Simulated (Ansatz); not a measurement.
Hf2SiAs3 in space group P-4m2 (No. 115; Hf on 2g, Si on 1b, As on 2g, As on 1a), the program Ansatz at the PBE level (PAW), all energies at zero smearing, with the estimated change up to a 700 eV cutoff added, with one set of potentials and settings (totals compare only within such a set). Cell of 6 atoms (2 Hf, 1 Si, 3 As): -46652.978 eV.

```csv
element,reference phase,E (eV/atom)
Hf,"P6_3/mmc, 2 atoms in the cell",-15722.2087
Si,"Fd-3m, 2 atoms in the cell",-635.8114
As,"R-3m, 2 atoms in the cell",-4856.1443
```

Formation energy per atom, worked out: (-46652.978 − 2×(-15722.2087) − 1×(-635.8114) − 3×(-4856.1443))/6 = -0.719 eV/atom (-69 kJ per mol of atoms), at 0 K, without zero-point energy or fitted corrections.

The first step of the workflow began from a Materials Project structure, measured or hypothetical; the Crystallography Open Database copy checked does not list it. With Si and As taken as one species the cell has the higher symmetry P4/nmm, so it may be an ordered model of a mixed-site phase. Whether it is the stable phase at ambient conditions was not checked. Symmetry was held in the PBE relaxation; whether a distortion lowers the energy is not shown. No spin polarisation was allowed. The references are the lowest solids computed at this level, not always the standard phases. Spin–orbit coupling is left out wherever it is not named.

Potentials: the earlier of the program's two PAW sets.
